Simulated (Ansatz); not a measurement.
BN (zinc blende, F-43m) under volume change, PBEsol in the plane-wave PAW code Ansatz, scaled uniformly.

```json
[
 {"V (Å³/atom)": "5.332", "E − E(relaxed) (meV/atom)": "[?]", "P (GPa)": "[?]"},
 {"V (Å³/atom)": "5.508", "E − E(relaxed) (meV/atom)": "[?]", "P (GPa)": "[?]"},
 {"V (Å³/atom)": "5.684", "E − E(relaxed) (meV/atom)": "6.6", "P (GPa)": "12.39"},
 {"V (Å³/atom)": "5.860", "E − E(relaxed) (meV/atom)": "0.0", "P (GPa)": "-0.02"},
 {"V (Å³/atom)": "6.036", "E − E(relaxed) (meV/atom)": "6.1", "P (GPa)": "-10.81"},
 {"V (Å³/atom)": "6.211", "E − E(relaxed) (meV/atom)": "23.2", "P (GPa)": "-20.19"},
 {"V (Å³/atom)": "6.387", "E − E(relaxed) (meV/atom)": "49.9", "P (GPa)": "-28.35"}
]
```

**Question.** Some entries are withheld; supply them.

**Answer.** 
- 5.508, E − E(relaxed) (meV/atom): 27.9
- 5.508, P (GPa): 26.68
- 5.332, E − E(relaxed) (meV/atom): 66.1
- 5.332, P (GPa): 43.13

**Question.** What does a third-order Birch–Murnaghan fit give for V₀, B₀ and B′?

**Answer.** V₀ = 5.86 Å³/atom, B₀ = 385 GPa, B′ = 3.7.

The cell was relaxed with PBEsol under the symmetry of its start.

Potentials: the later of the program's two PAW sets.
